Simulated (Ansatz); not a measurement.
Level of theory: Ansatz, DFT PBE, scalar-relativistic, plane waves, PAW, and for the lanthanide a 4f-in-core norm-conserving potential. All cells share a 660 eV cutoff and Γ-centred k meshes spaced at most about 0.3 Å⁻¹ (about 0.25 or finer for metals, 2π included). No spin polarisation in the final relaxations.

All energies are static (0 K, no zero-point motion).

Compare these two cells of NdAs3Pb2, each relaxed at this level.

A. Space group P6/mmm (No. 191), hexagonal, a = 5.865 Å, c = 5.454 Å. Nd has 6 Pb at 3.39 Å; As is surrounded by 4 As at 2.93 Å and 4 Pb at 3.21 Å; Pb is surrounded by 6 As at 3.21 Å, 3 Nd at 3.39 Å and 3 Pb at 3.39 Å.

B. Space group P6/mmm (No. 191), hexagonal, a = 5.805 Å, c = 9.180 Å. Nd is surrounded by 6 As at 2.90 Å and 2 Pb at 3.14 Å; around As lie 4 As at 2.90 Å and 2 Nd at 2.90 Å; Pb has 1 Pb at 2.90 Å and 1 Nd at 3.14 Å.

Question: Which form is favoured at zero pressure, and by what margin per atom?

Answer: A is lower, by 257 meV/atom. A has space group P6/mmm (No. 191), 27.1 Å³/atom and no gap on its mesh; B has space group P6/mmm (No. 191), 44.7 Å³/atom and no gap. Counting As atoms around Nd and Pb (those within 1.25 times the shortest such distance or 1.15 times the sum of covalent radii, 1.27 where that leaves under three; the shortest distance is added where it exceeds 1.18 times the sum of covalent radii), A has Nd 12 from 4.0 Å, Pb 6 from 3.2 Å and B has Nd 6, Pb 6 from 4.3 Å. The denser one is the lower, and pressure would at first widen the difference. Even the lower one lies +0.08 eV/atom against the reference forms of the elements (uncorrected), so neither is stable at this level. Both come from invented guesses. A third cell relaxed alike, in P6/mmm, lies 0.34 eV/atom below the lower of the two.

These runs have no spin–orbit coupling, which can matter for Pb. Cells relaxed within their symmetry can be saddle points.

The lanthanide is trivalent by construction, without f bands, f moments or other valences.
